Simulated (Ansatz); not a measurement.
## OsPbO$_{3}$: reading a single point

```
Os O Pb
1.0
     4.02541    0.00000    0.00000
     0.00000    4.02541    0.00000
     0.00000    0.00000    4.02541
Os O Pb
1 3 1
Direct
  0.00000 0.00000 0.00000
  0.50000 0.00000 0.00000
  0.00000 0.50000 0.00000
  0.00000 0.00000 0.50000
  0.50000 0.50000 0.50000
```

The numbers come from plane-wave PAW DFT (Ansatz): r2SCAN, collinear spin, 500 eV, 6×6×6 Γ-centred k points, gaussian occupations (width 0.0966 eV). Nothing was relaxed.

Magnetic state (reached from a saved solution, and it need not be the lowest): Os1 up.

(1) What happens at the Fermi level?

(2) What do density and ELF say about some of the short contacts?

(3) What is the formation energy?

(4) Give the spin moments.

Origin: a known structure type with other elements, at an estimated volume, so it need not be a known compound.

## Answers

(1) It is a metal, with about 1.4 states/eV a cell as the mean within 0.25 eV of the Fermi level, mostly Os d (65 %) and O p (28 %).

(2) Os–O at 2.01 Å: least valence density 0.77 e/Å³ and ELF 0.14 there. Pb–O at 2.85 Å: least valence density 0.15 e/Å³ and ELF 0.08 there. These are pseudo-fields; inside the PAW spheres they differ from the all-electron ones.

(3) -0.96 eV an atom against the elements' usual phases (free molecules for gases, crystals otherwise, with no correction for O₂ or N₂), so it is bound against them; other compounds may still compete. Relaxing would lower it.

(4) Os1 +1.37 μB of spin moment in Bader basins; net size 1.97 μB a cell.
